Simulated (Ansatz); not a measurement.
MnO2: converged, but where?

We look at MnO2: an experimental structure (space group P4_2/mnm), with 6 atoms per cell. The computed pressure is over 10 GPa in size, so the cell is far from the computed equilibrium volume (the chosen U may not suit it). Source: COD entry 2105790; it may be a high-temperature, high-pressure or metastable form.

These are results of DFT, PBE+U, PAW, plane waves, scalar-relativistic (Ansatz), not measurements.

```yaml
crystal:
  lattice:
    - [4.3983, 0.0, 0.0]
    - [0.0, 4.3983, 0.0]
    - [0.0, 0.0, 2.873]
  atoms:
    - { symbol: Mn, position: [0.0, 0.0, 0.0] }
    - { symbol: Mn, position: [0.5, 0.5, 0.5], spin: 4.5 }
    - { symbol: O, position: [0.30515, 0.30515, 0.0] }
    - { symbol: O, position: [0.19485, 0.80515, 0.5] }
    - { symbol: O, position: [0.69485, 0.69485, 0.0] }
    - { symbol: O, position: [0.80515, 0.19485, 0.5] }
magnetization:
  spin_polarized: true
hamiltonian:
  xc: pbe
  pseudopotentials: { kind: paw }
  hubbard: { sites: [{ species: Mn, l: d, u_eff: 6.3 }] }
basis:
  ecutwfc: 420
kpoints:
  mp_grid: { grid: [5, 5, 7] }
scf:
  occupations: { method: gaussian, width: 0.1 }
  lower_state_search: "off"
output:
  forces: true
  stress: true
```

Time: 4.3 s on 2 threads of AMD EPYC 9R45, on a shared host, peak memory 0.51 GiB.

The end of the output:

```
SCF converged after 23 iterations
Magnetization: 0.0000 μB (27.0000 up, 27.0000 down)
Absolute magnetization: 6.8975 μB (∫|ρ↑−ρ↓|, with the PAW one-centre terms)
Spin contamination: 3.2405 ħ² per cell (⟨S²⟩ above its minimum at these occupations)
Per-site moments (μB) at R_I (Å): [(-2.7560, 0.7752), (2.7560, 0.7752), (-0.0194, 0.7752), (0.0194, 0.7752), (-0.0194, 0.7752), (0.0194, 0.7752)]
Free energy (F): -10059.212111 eV
Harris-Foulkes:  -10059.212112 eV  (|F-HF|=7.97e-9)
Internal energy: -10059.211801 eV  (E = F + TS)
E sigma→0 (E₀):  -10059.211956 eV
Entropy (-TS):   -0.000311 eV (-0.052 meV/atom)
Fermi energy:    10.804866 eV
--- Forces (eV/Å), atoms counted from 1 ---
  atom   1  Mn    -0.00000000    -0.00000000     0.00000000
  atom   2  Mn     0.00000000     0.00000000     0.00000000
  atom   3  O     -0.07671714    -0.07671714     0.00000000
  atom   4  O      0.07671423    -0.07671423     0.00000000
  atom   5  O      0.07671714     0.07671714     0.00000000
  atom   6  O     -0.07671423     0.07671423     0.00000000
--- Stress (GPa, compression-positive) ---
       10.855936       0.000069       0.000000
        0.000069      10.855936       0.000000
        0.000000       0.000000      18.905506
  P = ⅓ Tr σ = 13.5391 GPa (135.391 kbar)
```

The mesh is too coarse to rank close states of a metal with certainty: differences of some tens of meV/atom may change, at times in sign.

A static U favours moments and orbital order; the result depends on U and need not be the measured state.

Site moments are taken inside atomic spheres and don't add up to the total.

Eigenvalues of the Hubbard occupation matrices: Mn1 up 0.06 0.11 0.12 0.28 0.30, down 0.53 0.54 0.99 0.99 0.99; Mn2 up 0.53 0.54 0.99 0.99 0.99, down 0.06 0.11 0.12 0.28 0.30.

Q: The run converged. Is this the lowest state of the cell, and if not, what lies lower and how is it reached?

A: No, on this mesh. A state 9.4 meV/atom (0.057 eV per cell) lower exists in this cell: ferromagnetic with opposed moments on main-group atoms, site moments Mn1 2.91, Mn2 2.91 μB, total 6.04 μB per cell, no gap on the k-mesh. It was reached from: parallel moments, default search for lower states [Mn1 4.50, Mn2 4.50 μB]; spin on, no moments given (the program may seed its own), plain SCF. Its occupation eigenvalues are Mn1 up 0.58 0.59 0.99 0.99 0.99, down 0.06 0.09 0.10 0.25 0.28; Mn2 up 0.58 0.59 0.99 0.99 0.99, down 0.06 0.09 0.10 0.25 0.28. The wrong state matters: the pressure is 18.4 GPa there against 13.5 GPa here, and forces differ by up to 0.10 eV/Å (largest force 0.20 there, 0.11 eV/Å here). Signs that this run gave and the runs to the lower state didn't: a notice that the order of the start wasn't kept. Orders that need a larger cell or non-collinear spins weren't tried.
